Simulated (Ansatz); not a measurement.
KF (rock salt, Fm-3m), PBE in the plane-wave PAW code Ansatz. The conduction-band minimum lies at Γ, with 1 equivalent valley. Second derivatives d²E/dk² of the lowest band at one valley (eV·Å²), along Cartesian directions:

| direction | d²E/dk² |
|---|---|
| [100] | 13.84 |
| [010] | 13.84 |
| [001] | 13.84 |
| [110] | 13.84 |
| [101] | 13.84 |
| [011] | 13.84 |

### Question
Find the principal effective masses, the density-of-states mass and the conductivity mass.

### Answer
Off-diagonal terms follow from H_xy = H[110] − (H_xx + H_yy)/2, and m*/mₑ = 7.620 eV·Å² over each eigenvalue: 0.55, 0.55, 0.55. One valley's DOS mass (m₁m₂m₃)^(1/3) = 0.55, conductivity mass 3/(Σ 1/mᵢ) = 0.55 mₑ.

### Question
What effective density of states Nc follows at 300 K for parabolic valleys?

### Answer
Nc = 2.509e19 × 1 × (0.55)^(3/2) ≈ 1.0e19 cm⁻³.

The PBE relaxation kept the symmetry of its start.

Potentials: the earlier of the program's two PAW sets.

Edges and masses are those of Kohn–Sham bands, whose gap is no quasiparticle gap.
